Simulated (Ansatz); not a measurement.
An Ansatz (a quantum-chemistry and plane-wave program) run. Input:

Ansatz 0.2 input:
```yaml
crystal:
  lattice:
    - [3.9091811953, 0.0, 0.0]
    - [0.0, 3.9091811953, 0.0]
    - [0.0, 0.0, 3.9091811953]
  atoms:
    - { symbol: Mn, position: [0.0, 0.0, 0.0], spin: 4.14 }
    - { symbol: Pt, position: [0.0, 0.5, 0.5], spin: 0.2 }
    - { symbol: Pt, position: [0.5, 0.0, 0.5], spin: 0.2 }
    - { symbol: Pt, position: [0.5, 0.5, 0.0], spin: 0.2 }
kpoints:
  mp_grid: { grid: [11, 11, 11] }
hamiltonian:
  xc: r2scan
  pseudopotentials: { kind: paw }
magnetization: { spin_polarized: true }
scf:
  occupations: { method: gaussian, width: 0.1 }
checkpoint: { read: metal.run }
output: { write_density: true, elf: true, volumetric_format: npy }
basis: { fft_grid_basis: typed }
```

Output (shortened):

```
Pseudopotential: Mn, paw, valence charge 15
Pseudopotential: Pt, paw, valence charge 18
Functional definition: r2SCAN
Crystal: 4 atoms, lattice volume = 59.739 Å³
Basis set: ecut = 500 eV, 1503 PW (Γ), exchange–correlation on 120×120×120 points (64 copies of the dense FFT grid, shifted against one another)
Bands: 45, of which v1, the nominal top of the filled ones, is band 35 counted from 1 (34 counted from 0)
Symmetry: 48 space group operations
Space group: Pm-3m (ITA 221), of the structure as read, at distance tolerance 3.9e-5 Å
k-points: 56 of 1331
Stability of the state it starts from, as read at its close in the collinear treatment (another_mixer)
Starting moments: Σ|m| = 4.74 μB on 4 of 4 sites; this step starts from the density that it was given
iter 1 solved again at ethr=2.10e-8 eV; its pass at ethr=3.10e-3 eV (dr2=1.45e-5 eV) is discarded
SCF iter   1: F=—  HF=-41516.427181 eV  |F-HF|=—  |Δ(HF+E_count)|=         —  Δρ=3.25e-7 (↑1.52e-7 ↓3.25e-7)  dr2=1.64e-10  dr2_τ=2.37e-12  dr2_m=1.92e-11  M=4.621 μB ∫|m|=5.005 μB  β_m=1.20  ethr=2.10e-8  ⟨swp⟩=4.0  Hψ=34014  notcnv=0
preconditioner: auto → Kerker (q_TF=auto, 2.795 Å⁻¹)
spin=Collinear: Kerker preconditioning applied to the charge; magnetization (m = ρ↑ − ρ↓) channel mixes plain (no charge-response kernel on spin).
SCF iter   2: F=-41516.427181 eV  HF=-41516.427181 eV  |F-HF|=1.46e-11  |Δ(HF+E_count)|=   3.04e-7  Δρ=2.05e-7 (↑2.05e-7 ↓1.90e-7)  dr2=1.06e-12  dr2_τ=2.55e-12  dr2_m=2.09e-11  M=4.621 μB ∫|m|=5.005 μB  ethr=1.00e-12  ⟨swp⟩=7.2  Hψ=19214  notcnv=0
SCF 1 converged in 2 iterations: F = -41516.427181 eV  dr2 = 1.06e-12
Stability not checked (another_mixer)
SCF converged after 2 iterations
Magnetization: 4.6208 μB (36.8104 up, 32.1896 down)
Absolute magnetization: 5.0086 μB (∫|ρ↑−ρ↓|, with the PAW one-centre terms)
Spin contamination: 0.2664 ħ² per cell (⟨S²⟩ above its minimum at these occupations)
Per-site moments (μB) at R_I (Å): [(4.0608944412384265, 1.14023601948447), (0.20889992348088504, 1.14023601948447), (0.20889992348088549, 1.14023601948447), (0.20889992348088407, 1.14023601948447)]
Free energy (F): -41516.427181 eV
Harris-Foulkes:  -41516.427181 eV  (|F-HF|=1.46e-11)
Internal energy: -41516.411196 eV  (E = F + TS)
E sigma→0 (E₀):  -41516.419189 eV
Entropy (-TS):   -0.015985 eV (-3.996 meV/atom)
Fermi energy:    21.041433 eV
--- Per-component energies (eV) ---
  E_band       = -715.157447
  E_kinetic    = 2215.424570
  E_local      = -6312.489691  (includes V_loc(G=0)·N_el)
  E_nonlocal   = 855.095186
  E_hartree    = 2420.608135
  E_xc         = -860.348945
  E_vxc        = -1175.000204  (∫ρ·V_xc dr)
  E_paw        = -29754.895825  (= ΣΔE_a)
  E_vpaw       = -1215.588734  (= ΣTr[D̂ρ^β])
  E_aug_tail   = 0.000438  (compensation charges beyond the density's cutoff)
  E_vtau       = 76.184668  (kinetic-family band-sum trace: ∫τ·v_τ [+ j·A + Jᵃ·Aᵃ] dr)
  E_ewald      = -10078.827538
  E_core_change = -0.977526  (= ΣΔE_core)
  E_smearing   = -0.015985  (= −TS)
  E_closure    = 0.000000  (closes the sum)
  Σ components = -41516.427181   (vs F -41516.427181, Δ=0.00e0)
  [band-id]    e_kinetic+e_local+e_nonlocal+2·e_hartree+e_vxc+e_vpaw+e_augmentation_tail+e_vtau = -715.157499   (vs E_band -715.157447, Δ=-5.21e-5)
--- Band table (eV; the first three rows and the last of 112) ---
  k-point 0 ↑: bands = ["-79.4898", "-79.4502", "-79.4502", "-63.6902", "-33.3125", "-33.3125", "-33.3125", "-33.0553", "-33.0553", "-33.0553", "-32.9561", "-32.9561", "-32.9561", "-31.1599", "-31.1599", "-31.1599", "11.1135", "13.9400", "14.4480", "14.4480", …
  k-point 1 ↑: bands = ["-79.4891", "-79.4509", "-79.4502", "-63.6902", "-33.3084", "-33.3084", "-33.3055", "-33.0564", "-33.0564", "-33.0556", "-32.9633", "-32.9589", "-32.9589", "-31.1607", "-31.1603", "-31.1603", "11.2250", "14.0116", "14.4845", "14.5337", …
  k-point 2 ↑: bands = ["-79.4870", "-79.4529", "-79.4502", "-63.6902", "-33.2968", "-33.2968", "-33.2853", "-33.0602", "-33.0602", "-33.0563", "-32.9844", "-32.9664", "-32.9664", "-31.1628", "-31.1611", "-31.1611", "11.5525", "14.2130", "14.5830", "14.7809", …
  k-point 55 ↓: bands = ["-79.2823", "-79.2815", "-79.2815", "-57.9826", "-33.2162", "-33.0128", "-33.0121", "-33.0121", "-32.7692", "-32.7692", "-32.7064", "-32.7064", "-32.7057", "-25.4865", "-25.4862", "-25.4862", "14.2516", "14.3402", "14.3402", …
```

Cost: about 24 core-seconds (a rough figure) on shared cores.

The workflow started from an entry of the Crystallography Open Database (COD). Whether it is the stable phase at ambient conditions was not checked. Symmetry was held in the r²SCAN relaxation; whether a distortion lowers the energy is not shown. Magnetic state: ferromagnetic, the only order run, not a proven ground state. Other orbital occupations within this spin state were not tried. For itinerant 3d metals, meta-GGAs of the SCAN family and hybrids are commonly reported to give too large moments. Spin–orbit coupling is left out wherever it is not named.

Potentials: the later of the program's two PAW sets.

Ansatz is a plane-wave DFT program.
